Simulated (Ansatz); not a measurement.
The relaxed structure here is a generated cell of Bi: the first start was made by placing the elements on the sites of a structure type, and the end was not matched to a known phase here, so it may be hypothetical. Known forms of Bi include space group No. 166.

One starting cell of Bi (a generated trial cell of Bi in the beta-W structure type) was relaxed twice with Ansatz (plane waves, PAW, scalar-relativistic): with r2SCAN at 500 eV and with PBE at 420 eV. The r2SCAN result:

Bi is taken in the cubic space group Pm-3n (No. 223), Pearson symbol cP8. Cell: a = b = c = 6.350 Å, α = β = γ = 90.00°. Bi1 on 6c sees 2 Bi at 3.175 Å and 4 Bi at 3.550 Å and 8 Bi at 3.889 Å. Bi2 on 2a sees 12 Bi at 3.550 Å. (Neighbours: up to the widest gap in distance over summed covalent radii, below 1.35, at either atom.)

| quantity | r2SCAN | PBE |
|---|---|---|
| space group | Pm-3n | Pm-3n |
| volume (Å³/atom) | 32.01 | ? |
| a (Å) | 6.350 | ? |
| gap (eV, no spin-orbit coupling) | 0.00 | ? |

What does PBE give for the same quantities?


- volume (Å³/atom), PBE: 32.44
- a (Å), PBE: 6.379
- gap (eV, no spin-orbit coupling), PBE: 0.00

Both levels end in the same structure; PBE's volume is 1.4 % larger. Neither column is exact.

No spin polarisation in the result.

The run could not lower the symmetry of its start; a shaken copy of this end point relaxes with r2SCAN to R-3m (No. 166), 0.37 eV/atom lower.

Ansatz is a quantum-chemistry and plane-wave program.
